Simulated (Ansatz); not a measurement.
Data:

Sb2Ru:
```
Sb2Ru
1.0
    5.94624     0.00000     0.00000
    0.00000     6.67587     0.00000
    0.00000     0.00000     3.17682
Sb Ru
4 2
Direct
  0.18204   0.35891   0.00000
  0.81796   0.64109   0.00000
  0.68204   0.14109   0.50000
  0.31796   0.85891   0.50000
  0.00000   0.00000   0.00000
  0.50000   0.50000   0.50000
```

This is the HSE06-relaxed structure. Tensor components refer to the Cartesian frame of this cell.

Task: All from plane-wave PAW HSE06 (Ansatz code), unless another level is named. Estimate the smallest direct gap on the standard path.

Result: 1.22 eV.

Task: Predict the band gap.

Result: 0.49 eV (indirect).

Task: Give the valence-band maximum.

Result: at R (k = 0.500, 0.500, 0.500 in fractions of the reciprocal vectors).

Task: Predict the conduction-band minimum.

Result: on the Γ–Z line, 56 % of the way from Γ (k = 0.000, 0.000, 0.279 in fractions of the reciprocal vectors) (2 equivalent valleys).

Space group Pnnm. The first step of the workflow began from a Materials Project structure, measured or hypothetical; the Crystallography Open Database files this formula in space group No. 58, but the cells were not matched. Its standing as an ambient phase is unchecked. The HSE06 relaxation kept the symmetry of its start; whether a distortion lowers the energy is not shown. The run is not spin-polarised. The hybrid was solved on a coarse mesh, the path and, where they were found, the r²SCAN edge points; its band edges are the extreme levels among these. Spin–orbit coupling is left out wherever it is not named.

Potentials: the later of the program's two PAW sets.
